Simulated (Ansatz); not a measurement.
Consider the following.

BaO:
```cif
data_Ba2O2
_chemical_formula_sum 'Ba2 O2'
_space_group_name_H-M_alt 'P 1'
_space_group_IT_number 1
_cell_length_a 4.44834
_cell_length_b 4.44834
_cell_length_c 5.45985
_cell_angle_alpha 90.000
_cell_angle_beta 90.000
_cell_angle_gamma 120.000
loop_
_space_group_symop_operation_xyz
  'x, y, z'
loop_
_atom_site_label
_atom_site_type_symbol
_atom_site_fract_x
_atom_site_fract_y
_atom_site_fract_z
_atom_site_occupancy
Ba1 Ba 0.66667 0.33333 0.25000 1
Ba2 Ba 0.33333 0.66667 0.75000 1
O1 O 0.66667 0.33333 0.75000 1
O2 O 0.33333 0.66667 0.25000 1
```

This is the LDA-relaxed structure.

**Question.** All from LDA (plane waves, PAW; program Ansatz), unless another level is named. Estimate the formation energy from the elements (no fitted shifts).

**Answer.** -2.64 eV/atom.

**Question.** And the band gap?

**Answer.** 2.01 eV (direct).

**Question.** What about the electron effective mass?

**Answer.** 0.35, 0.35, 0.51 mₑ (principal values).

**Question.** Predict the hole effective mass.

**Answer.** 0.39, 3.1, 3.1 mₑ (principal values).

**Question.** Predict the valence-band maximum.

**Answer.** at Γ.

Space group P6_3/mmc. The workflow started from a Materials Project entry (that database holds measured and hypothetical structures alike); the Crystallography Open Database copy checked does not list it. It is not the phase usual at ambient conditions (space group No. 225). The cell was relaxed with LDA under the symmetry of its start; whether a distortion lowers the energy is not shown. The references are the lowest solids computed at this level, not always the standard phases (solids in place of the gases). Scalar-relativistic: spin–orbit coupling is off unless named, which matters more the heavier the elements.

Potentials: the later of the program's two PAW sets.
